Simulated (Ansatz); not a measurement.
Relaxing nickel (dhcp)

Computed with DFT, BLYP, plane waves (420 eV) with PAW, scalar-relativistic in Ansatz 0.2.0. The PAW files were generated under PBE, with cores re-solved for the functional.

k-point mesh 14×14×4, Fermi-Dirac smearing 0.1 eV, no spin polarisation. Cell and atoms relax.

Starting structure:

```
CELL_PARAMETERS angstrom
2.49176 0.00000 0.00000
-1.24588 2.15792 0.00000
0.00000 0.00000 8.13807
ATOMIC_POSITIONS crystal
Ni 0.00000 0.00000 0.00000
Ni 0.00000 0.00000 0.50000
Ni 0.33333 0.66667 0.25000
Ni 0.66667 0.33333 0.75000
```

The pressure at the start is 8.3 GPa. By how much does the volume change?

From 10.94 to 11.43 Å³ per atom, 4.5 %. The final cell has a = 2.525 Å, c = 8.280 Å (c/a = 3.279).

How much energy does the relaxation gain?

12.2 meV per atom.

Spin polarisation is off here; a magnetic state may lie lower.
